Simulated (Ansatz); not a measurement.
## Course of a relaxation: Al2O

A trial structure of Al2O was built thus: random cell by space group and Wyckoff sites (P4_2/mmc, No. 131). The dimensions are guesses.

```xyz
6
Lattice="4.6024 0.0000 0.0000 0.0000 4.6024 0.0000 0.0000 0.0000 4.0958" Properties=species:S:1:pos:R:3 pbc="T T T"
Al    0.0000    0.0000    1.0239
Al    0.0000    0.0000    3.0718
Al    0.0000    2.3012    2.0479
Al    2.3012    0.0000    0.0000
O     2.3012    2.3012    0.0000
O     2.3012    2.3012    2.0479
```

The calculation used Ansatz, DFT PBE, scalar-relativistic, plane waves, PAW. Cutoff 420 eV, Gaussian smearing, Γ-centred meshes. Cell and atoms relax first on a coarse mesh and then on a finer one. In between, the cell is made exact in the group found at 0.06 Å. In metals the finer mesh still leaves noise of several meV/atom or more. The steps can't lower the symmetry of their start. No spin polarisation in the relaxation; trial moments died out in a coarse test.

Steps on the 4×4×4 mesh (6 atoms, 34 steps). The free energy counts from the last step; some steps are skipped; the plane-wave basis is renewed at times, which shifts energy and pressure.

```csv
step,ΔF (meV/atom),V (Å³/atom),P (GPa)
1,1317.9,14.46,15.93
3,1033.5,15.57,4.77
4,955.6,15.76,2.65
6,873.6,15.76,1.30
8,824.5,15.69,-0.31
10,796.5,15.31,0.26
11,624.5,15.31,7.23
13,504.1,15.74,5.00
15,399.7,15.90,3.92
17,313.3,15.92,3.43
18,283.0,15.99,2.66
20,245.6,15.86,2.72
22,240.2,16.22,-0.08
24,89.0,16.45,3.86
25,63.7,16.71,2.86
27,31.6,17.15,1.41
29,21.6,17.60,0.09
31,2.2,17.87,0.29
32,1.4,18.00,0.38
34,0.0,18.10,0.04
```

The relaxed structure, after a last relaxation on the converged mesh:

```
Al O
1.0
     3.42223    0.00000    0.00000
     0.00000    3.42223    0.00000
     0.00000    0.00000    9.22682
Al O
4 2
Direct
  0.00000 0.00000 0.25000
  0.00000 0.00000 0.75000
  0.00000 0.50000 0.50000
  0.50000 0.00000 0.00000
  0.50000 0.50000 0.00000
  0.50000 0.50000 0.50000
```

The symmetry stays P4_2/mmc (No. 131). The volume per atom grows by 24.6 %, from 14.5 to 18.0 Å³. The shortest distance goes from 2.05 Å (Al–Al and O–O) to 1.71 Å (Al–O). The ratio c/a of the conventional cell changes by a factor of 3.03. The energy falls by about 1.3 eV/atom (the start's value is from the coarse mesh). Al on a site of symmetry -4m2 is surrounded by 4 Al at 2.87 Å, 8 O at 3.34 Å and 4 Al at 3.42 Å; around Al on a site of symmetry mmm lie 2 O at 1.71 Å and 4 Al at 2.87 Å; O has 2 Al at 1.71 Å and 8 Al at 3.34 Å.

```json
{
  "Volume per atom": "18.01 Å³",
  "Density": "2.15 g/cm³",
  "Formation energy": "−0.66 eV/atom",
  "Gap on the 12×12×4 mesh of the 6-atom cell": "0 eV (a metal)"
}
```

Energies over the elements count from the elements' standard structures at the same level (O₂ as a molecule), with no fitted energy shifts.

The last run used Gaussian smearing of 0.10 eV. Symmetry constrained the relaxation, so the result can be a saddle point. In all, the 4 runs took 2.2 min on 1 thread of Arm Neoverse V1, on a shared host. Another cell of Al2O relaxed alike, in P4/mmm, lies 0.37 eV/atom lower, so this cell isn't the stable form at this level.
